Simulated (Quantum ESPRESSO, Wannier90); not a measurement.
# Wannier functions of GaN (zinc blende)

```
begin unit_cell_cart
ang
    0.0000000000    2.2535000000    2.2535000000
    2.2535000000    0.0000000000    2.2535000000
    2.2535000000    2.2535000000    0.0000000000
end unit_cell_cart
begin atoms_frac
Ga   0.0000000000  0.0000000000  0.0000000000
N    0.2500000000  0.2500000000  0.2500000000
end atoms_frac
```

Structure: Materials Project mp-830, symmetrised, not relaxed again. Not found in the COD (Crystallography Open Database) copy used, which has the formula in other groups; not checked further. Level: PBEsol, no spin polarisation, no spin-orbit coupling; pw.x of Quantum ESPRESSO at 68 Ry with PseudoDojo potentials, 10×10×10 k-points, Wannier90. Density: 12×12×12 mesh, cold smearing 0.01 Ry.

Functional, cutoff and mesh named above are those of the base row (PBEsol); the first column says what each row takes instead. Model: 8 functions from bands 1,7-20, start hydrogen-like Ga: s;p; N: s;p, disentangled but not localised (num_iter = 0), frozen window tied to the conduction edge or Fermi level of each row, as listed, which moves Ω_I and hoppings a little by itself. Energies are relative to the valence-band maximum; the misfit is to pw.x on a path, for states up to 2.7 eV relative to the valence-band maximum. The functional changes, each with its own PseudoDojo files and their cutoffs, on the same cell. The disentangled Ω_I can sit in another minimum from row to row.

```csv
functional,frozen to (eV),Ω_I (Å²),rms misfit (meV),gap (eV),bottom of band 1 (eV),on-site Ga1 pz minus Ga1 s (eV),"hopping modulus N2 s – Ga1 s, R = 1 0 0 (eV)","hopping modulus N2 s – Ga1 px, R = 1 0 0 (eV)","hopping modulus N2 py – Ga1 pz, R = 1 0 0 (eV)"
LDA,3.27,8.20,1.7,1.77,-15.79,6.14,1.797,1.727,1.645
PBE,3.26,7.98,1.6,1.76,-15.91,6.08,1.763,1.735,1.647
PBEsol,3.20,8.05,1.7,1.70,-15.91,6.05,1.779,1.741,1.653
```
